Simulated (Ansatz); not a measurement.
C in space group P6_3/mmc (No. 194; C on 12j, C on 12j) under volume change, plane-wave PAW PBE+D3(BJ) (Ansatz code), shape and atoms relaxed at each volume.

| V (Å³/atom) | E − E(relaxed) (meV/atom) | P (GPa) |
|---|---|---|
| 10.435 | 8.9 | 3.27 |
| 10.779 | [?] | [?] |
| 11.123 | 0.8 | 0.81 |
| 11.467 | 0.0 | 0.02 |
| 11.811 | 0.5 | -0.50 |
| 12.155 | 2.0 | -0.85 |
| 12.499 | [?] | [?] |

Question: Fill in the missing entries.

Answer: 
- 12.499, E − E(relaxed) (meV/atom): 4.1
- 12.499, P (GPa): -1.08
- 10.779, E − E(relaxed) (meV/atom): 3.5
- 10.779, P (GPa): 1.83

Question: What does a third-order Birch–Murnaghan fit give for V₀, B₀ and B′?

Answer: V₀ = 11.49 Å³/atom, B₀ = 20.9 GPa, B′ = 10.9.

The start of the workflow was typed in or built on a structure type. Its sites differ from those of the usual phase in this space group: another stacking or structure type. The cell was relaxed with PBE+D3(BJ) under the symmetry of its start; whether a distortion lowers the energy is not shown.

Potentials: the later of the program's two PAW sets.
